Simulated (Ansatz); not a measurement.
Surface calculation: fcc Ag (110), 4 layers

The slab is cut from the fcc crystal, the stable phase, as relaxed on PAW files (16.01 Å³/atom), with 16 Å of vacuum and a dipole correction:

```xyz
4
Lattice="2.8289 0.0000 0.0000 0.0000 4.0007 0.0000 0.0000 0.0000 20.2434" Properties=species:S:1:pos:R:3 pbc="T T T"
Ag    0.7072    1.0002    8.0000
Ag    2.1217    3.0005    9.4145
Ag    0.7072    1.0002   10.8289
Ag    2.1217    3.0005   12.2434
```

Computed with Ansatz 0.2.0; functional LDA, scalar-relativistic. Settings: a Γ-centred 12×8×1 k mesh, Fermi–Dirac smearing of 0.1 eV, no spin polarisation. Methods: LAPW: all electrons, basis error target 1 meV/atom; PAW: frozen-core files, cutoff 420 eV.

The bulk energy comes from a cell in the slab's orientation on a 12×8×12 mesh. The surface energy is (E(slab) − N·E(bulk))/2A at zero smearing, the mean of both faces; thin slabs carry quantum-size effects.

The PAW files were made under PBE.

As cut, the LAPW slab lies 2.042 eV above 4 atoms of bulk. What surface energy is that?

Over two faces of 11.32 Å² it is 90.2 meV/Å², and times 16.02 J/m² per eV/Å² that gives γ = 1.445 J/m².

What do relaxation and the other method give, and what work function comes out?



```json
{"method": "LAPW", "γ as cut (J/m²)": "1.445", "γ relaxed (J/m²)": "1.398", "Φ as cut (eV)": "4.57", "Φ relaxed (eV)": "4.58"}
{"method": "PAW", "γ as cut (J/m²)": "1.445", "γ relaxed (J/m²)": "1.397", "Φ as cut (eV)": "4.57", "Φ relaxed (eV)": "4.58"}
```

How do the spacings between the planes relax?

From the bottom face up: d12 -11.9 % of 1.414 Å, d23 +9.9 % of 1.414 Å, d34 -11.9 % of 1.414 Å.

A field of 0.1 V/Å is applied along the normal, atoms held. What follows?

LAPW finds an induced dipole of 0.0429 e·Å a cell (PAW 0.0429), that is 6.86 Å for 4πα over the area, against 4.05 Å between the outer atoms.

What changes if the images along the normal are cut off in place of the dipole correction?

LAPW then gives: no gap, work function 4.58 eV; PAW: no gap, work function 4.58 eV.

A 3d core hole is made on one atom of each kind in every 1×1 cell (PAW hole dataset, neutral cell, valence without spin). What does it cost by layer?

layer 1 368.08 eV, layer 2 368.27 eV. Shifts between layers mean more than the absolute values, and a whole layer of holes screens otherwise than one hole.

In the relaxed 1×1 cell, replace the outer, then the middle Ag by Cd, which changes a whole layer. What shift does this Z+1 picture give?

E(outer) − E(middle) = -0.17 eV by LAPW and -0.17 eV by PAW; a positive value puts the surface line at higher binding energy.
